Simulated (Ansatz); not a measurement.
## SiO2: what each run costs

Cell: 12 atoms, space group P4_12_12, a = 4.950 Å, b = 4.950 Å, c = 6.926 Å, α = 90.00°, β = 90.00°, γ = 90.00°.

All runs are DFT with Ansatz 0.2.0 on 1 thread of Intel Xeon 6975P-C (Granite Rapids) (x86_64; 16 cores open to the job, memory cap 3.0 GiB, no GPU), a shared host.

**Question.** Rank the runs by wall time, shortest first.
A. single point, PBE, gradients read without the response of the cores, 420 eV, 5×5×4 k-points, smearing 0.02 eV
B. relaxation of the ions, PBE, gradients read without the response of the cores, 420 eV, 5×5×4 k-points, smearing 0.02 eV
C. single point at relaxed positions, r2SCAN, gradients read without the response of the cores, 500 eV, 5×5×4 k-points, smearing 0.02 eV

**Answer.** A (7.4 s, 0.45 GiB), C (16 s, 0.77 GiB), B (24 s, 0.48 GiB).
